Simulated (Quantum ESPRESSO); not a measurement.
**Band energies of Cs2AgBiBr6**

```xyz
10
Lattice="0.0000 5.7442 5.7442 5.7442 0.0000 5.7442 5.7442 5.7442 0.0000" Properties=species:S:1:pos:R:3 pbc="T T T"
Br     2.8814     5.7441     5.7442
Br     8.6069     5.7442     5.7442
Br     5.7441     2.8814     5.7442
Br     5.7442     8.6069     5.7442
Br     5.7442     5.7442     2.8814
Br     5.7441     5.7441     8.6069
Ag     5.7441     5.7441     5.7442
Cs     8.6162     8.6162     8.6162
Cs     2.8721     2.8721     2.8721
Bi     0.0000     0.0000     0.0000
```

PBEsol (Quantum ESPRESSO, PseudoDojo norm-conserving, 82 Ry, without SOC); path ΓXWKΓLUWLK,UX; energies in eV from the valence-band maximum.

```
k (1/Å)  point  band 43  band 44  band 45  band 46  band 47  band 48  band 49  band 50
-------  -----  -------  -------  -------  -------  -------  -------  -------  -------
0.00         Γ    -0.95    -0.95    -0.95    -0.56    -0.56     2.28     2.28     2.28
0.27              -1.21    -1.21    -0.95    -0.89    -0.56     2.52     2.52     2.58
0.55         X    -1.29    -1.29    -0.96    -0.56     0.00     2.72     2.72     3.05
0.55         W    -1.30    -1.18    -1.18    -1.08    -0.09     2.53     2.90     2.90
0.74         K    -1.30    -1.26    -1.11    -0.85    -0.18     2.25     2.97     3.17
1.13              -1.20    -1.06    -0.99    -0.90    -0.74     2.07     2.42     2.85
1.32         Γ    -0.95    -0.95    -0.95    -0.56    -0.56     2.28     2.28     2.28
1.79         L    -1.23    -1.23    -1.22    -1.03    -1.03     1.25     3.52     3.52
1.96              -1.28    -1.23    -1.22    -0.98    -0.60     1.63     3.27     3.43
2.13         U    -1.30    -1.26    -1.11    -0.85    -0.18     2.25     2.97     3.17
2.13         W    -1.30    -1.18    -1.18    -1.08    -0.09     2.53     2.90     2.90
2.26              -1.30    -1.22    -1.18    -1.04    -0.29     2.04     3.06     3.24
2.52         L    -1.23    -1.23    -1.22    -1.03    -1.03     1.25     3.52     3.52
2.63              -1.26    -1.23    -1.22    -1.01    -0.79     1.43     3.40     3.48
2.85         K    -1.30    -1.26    -1.11    -0.85    -0.18     2.25     2.97     3.17
2.85         U    -1.30    -1.26    -1.11    -0.85    -0.18     2.25     2.97     3.17
3.04         X    -1.29    -1.29    -0.96    -0.56     0.00     2.72     2.72     3.05
```

The PBEsol gap is indirect, 1.25 eV, from X to L; the smallest direct gap is 2.21 eV.

Spin-orbit coupling is left out; with 6p states at a band edge it can lower the gap by many tenths of an eV, most of a small gap.

Geometry of the Materials Project entry, not relaxed at this level.
